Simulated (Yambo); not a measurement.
G0W0@LDA for KSc2F7 (space group Cmmm, No. 65) in Yambo. Reference settings: 2×2×4 Γ-centred k mesh, bands 3 to 166 and a 6 Ry block in the screening, 166 bands in G with the Bruneval-Gonze terminator, plasmon pole fitted at 27.2 eV. The LDA gap Γ → (-0.5, -0.5, 0) on this mesh is 5.80 eV; G0W0 gaps are taken between the same points.

With and without the terminator, as bands are cut:

```
bands in G (in W)  gap, terminator (eV)  gap, none (eV)  valence shift, terminator (eV)  valence shift, none (eV)
-----------------  --------------------  --------------  ------------------------------  ------------------------
58 (58)                          11.773          12.123                          -2.371                    -2.147
77 (77)                          11.095          11.420                          -2.022                    -1.783
103 (103)                        10.874          11.135                          -1.971                    -1.728
```

Over this range the gap spans 0.899 eV with the terminator and 0.988 eV without, the valence shift 0.400 eV and 0.419 eV. Neither column has reached its limit for certain.

Geometry of the Materials Project entry, not relaxed at this level; primitive cell a = 6.224 Å, b = 6.224 Å, c = 4.048 Å, α = 90.00°, β = 90.00°, γ = 116.57°.

The structure is a Materials Project entry; no match was found in the copy of COD used, and its stability was not checked.

A shift is the quasiparticle energy of the state minus its LDA energy.
